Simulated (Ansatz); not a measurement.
Ta$_{2}$SiN:
```
Ta2SiN
1.0
    3.23100     0.00000     0.00000
   -1.61550     2.79812     0.00000
    0.00000     0.00000    12.11563
Si Ta N
2 4 2
Direct
  0.33333   0.66667   0.75000
  0.66667   0.33333   0.25000
  0.33333   0.66667   0.09546
  0.66667   0.33333   0.59546
  0.66667   0.33333   0.90454
  0.33333   0.66667   0.40454
  0.00000   0.00000   0.00000
  0.00000   0.00000   0.50000
```

Relaxed with PBE. Special points in fractions of this cell's reciprocal vectors: Γ (0.000, 0.000, 0.000); M (0.500, 0.000, 0.000); K (0.333, 0.333, 0.000); A (0.000, 0.000, 0.500); L (0.500, 0.000, 0.500); H (0.333, 0.333, 0.500).

Question: List the band energies nearest the Fermi level at these points for the program Ansatz at the PBE with spin–orbit coupling level (PAW).

Answer: In eV from the Fermi level; about four levels below and three above (degenerate sets whole), none deeper than 8.9 eV; points with the same levels are listed once.

| k | below | above |
|---|---|---|
| Γ | -0.23 -0.23 -0.04 -0.04 | 0.33 0.33 0.49 0.49 |
| M | -0.76 -0.76 -0.20 -0.20 | 0.23 0.23 0.63 0.63 |
| K | -0.48 -0.48 -0.39 -0.39 | 0.29 0.29 0.32 0.32 |
| A | 0.00 0.00 0.00 0.00 | 0.09 0.09 0.09 0.09 |
| L | -0.50 -0.50 -0.50 -0.50 | 0.44 0.44 0.44 0.44 |
| H | -0.77 -0.77 -0.60 -0.60 | 0.43 0.43 0.47 0.47 |

Space group P6_3/mmc. The start of the workflow was typed in or built on a structure type; neither database checked (COD, Materials Project) lists it. Whether it is the stable phase at ambient conditions was not checked. The PBE relaxation kept the symmetry of its start; whether a distortion lowers the energy is not shown. The run is not spin-polarised.

Potentials: the later of the program's two PAW sets.
